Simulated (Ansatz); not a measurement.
A crystal relaxed with r2SCAN in Ansatz has space group Pm (No. 6) and a = 7.481 Å, b = 4.549 Å, c = 7.873 Å, β = 90.0°.

```tsv
atom	site	x	y	z
As	1a	0.9973	0.0000	0.3310
Sb	1b	0.0024	0.5000	0.8343
Sb	1b	0.4991	0.5000	0.1731
Sb	1a	0.5034	0.0000	0.6618
Xx	1a	0.3540	0.0000	0.3336
Xx	1b	0.3805	0.5000	0.8348
Xx	1b	0.8808	0.5000	0.1791
Xx	1a	0.8825	0.0000	0.6523
```

With HSE06 the valence top lies at Y₂–Γ (0.90 of the way from Y₂) and the conduction bottom at Γ, 0.01 eV higher; the smallest vertical gap, at Γ, is 0.07 eV. (This is within a few times the smearing of 0.02 eV, so the filling near the edges can be smeared.) PBE gives a direct gap of 0.01 eV at Γ–A (0.10 of the way from Γ). (With 0.02 eV of smearing so small a gap leaves both edges partly filled, and it could close between the points sampled.) Meshes: HSE06 2×4×2, PBE 4×6×4.

**Question.** Which element is Xx?
A. Ga
B. In
C. Tl
D. Al

**Answer.** B. Xx is In: In4Sb3As, ordered on the wurtzite lattice (Pm) with 8 atoms a cell. As has 4 In at 2.67–2.71 Å; Sb has 4 In at 2.83–2.86 Å; Sb has 4 In at 2.81–2.86 Å; Sb has 4 In at 2.81–2.84 Å; In has 1 As at 2.67 Å and 3 Sb at 2.81–2.82 Å; In has 4 Sb at 2.81–2.83 Å; In has 2 As at 2.71 Å and 2 Sb at 2.86 Å; In has 1 As at 2.67 Å and 3 Sb at 2.83–2.84 Å.

No spin polarisation. The prototype was imposed, so other structures may be more stable.

No spin-orbit coupling is included; it can move band edges with weight on the heavy atoms by tenths of an eV.

Where an edge lies off the special points, it is a point of the mesh or the k point where a search put PBE's edge or least direct gap, reused for the other functionals, whose own edges may lie a little apart; PBE's own value is read along its path and can be a few hundredths of an eV high.

The meshes of the hybrids are coarse, so their gaps aren't converged to the digits shown.
